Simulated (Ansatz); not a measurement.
A scan (energy over volume and axial ratio; atoms clamped) gave these values. Computed with r2SCAN (plane waves to 500 eV, PAW, scalar-relativistic; Ansatz, a first-principles code).

| Property | Result |
|---|---|
| Shear modulus C′ = (C11 − C12)/2 (fit, atoms clamped) | 88 GPa |

Question: Of these crystals, all scanned alike, which one is it?
(A) CdSe (zinc blende)
(B) NiO (rock salt)
(C) MgSe (rock salt)
(D) Ni₃Si (Cu3Au type)

Answer: D, Ni₃Si (Cu3Au type). The others have, for the shear modulus C′ = (C11 − C12)/2: CdSe 9 GPa, NiO 127 GPa, MgSe 44 GPa

All were relaxed with their symmetry unable to fall. At this level the bands of Ni3Si touch or barely overlap. Ni3Si is run without spin polarisation. NiO is run spin-polarised and with no Hubbard U; the real compound is an antiferromagnetic insulator, a state that this run doesn't describe. Relaxed NiO ends ferromagnetic. Other magnetic orders were not checked, so this need not be the ground state. (This holds for the magnetic or f-shell members.) With partly filled bands, the response to shear is sensitive to the k mesh, so small differences along c/a are uncertain.

(Under strain, the slope of the energy per volume gives the stress and its curvature an elastic modulus.)
